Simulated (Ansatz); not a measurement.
# Perturbing AlRu

Base: an entry of the Crystallography Open Database (COD), whose atoms a relaxation with PBE at fixed cell left in place.

```yaml
crystal:
  lattice:
    - [2.99160, 0.00000, 0.00000]
    - [0.00000, 2.99160, 0.00000]
    - [0.00000, 0.00000, 2.99160]
  atoms:
    - { symbol: Al, position: [0.00000, 0.00000, 0.00000] }
    - { symbol: Ru, position: [0.50000, 0.50000, 0.50000] }
```

Sites (sets of like atoms) are named by element and the number of their first atom in this list.

The numbers come from a DFT calculation in Ansatz (PBE, plane waves and PAW, scalar-relativistic, 420 eV cutoff, Γ-centred 16×16×16 k-points, Fermi–Dirac smearing 0.05 eV).

Gradients in 10²¹ V/m², for some of the sites:

| site | atoms | V_zz base | η base | V_zz variant | η variant |
| --- | --- | --- | --- | --- | --- |
| Ru | 2 | 0.00 | – | 1.27 | 0.00 |

Problem. Which change was made?
A. z stretched by 3 %, ions relaxed
B. volume scaled by 1.06, ions relaxed
C. volume scaled by 0.98, ions relaxed
D. z compressed by 1 %, ions relaxed

Solution. A. The largest change of V_zz is on Ru, from 0.00 to 1.27. Sites with |V_zz| of 0.02 or less aren't listed.

For the variant: With no gap above 0.1 eV, as in a metal, the gradients converge slowly in k; expect changes of a tenth or more on a denser mesh. Without spin–orbit coupling (the program notes it for Ru) the gradients can shift somewhat, as the gap is small. With these PAW files V_zz is typically within 2 to 3 % of all-electron values, but misses above 10 % occur on Ru.
